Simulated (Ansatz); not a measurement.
GeMo2C in space group P6_3/mmc (No. 194; Ge on 2d, Mo on 4f, C on 2a), PBE in the plane-wave PAW code Ansatz, all energies at zero smearing, with the estimated change up to a 700 eV cutoff added, with one set of potentials and settings (totals compare only within such a set). Cell of 8 atoms (2 Ge, 4 Mo, 2 C): -28916.635 eV.

| element | reference phase | E (eV/atom) |
|---|---|---|
| Ge | Fd-3m, 2 atoms in the cell | -4294.9847 |
| Mo | Im-3m, 1 atoms in the cell | -4956.0212 |
| C | P6_3/mmc, 4 atoms in the cell | -250.9479 |

Formation energy per atom, worked out: (-28916.635 − 2×(-4294.9847) − 4×(-4956.0212) − 2×(-250.9479))/8 = -0.086 eV/atom (-8 kJ per mol of atoms), at 0 K, without zero-point energy or fitted corrections.

The start of the workflow was typed in or built on a structure type; neither database checked (COD, Materials Project) lists it. Its standing as an ambient phase is unchecked. The cell was relaxed with PBE under the symmetry of its start; its stability against distortions is not shown here. No spin polarisation was allowed. The references are the lowest solids computed at this level, not always the standard phases.

Potentials: the later of the program's two PAW sets.
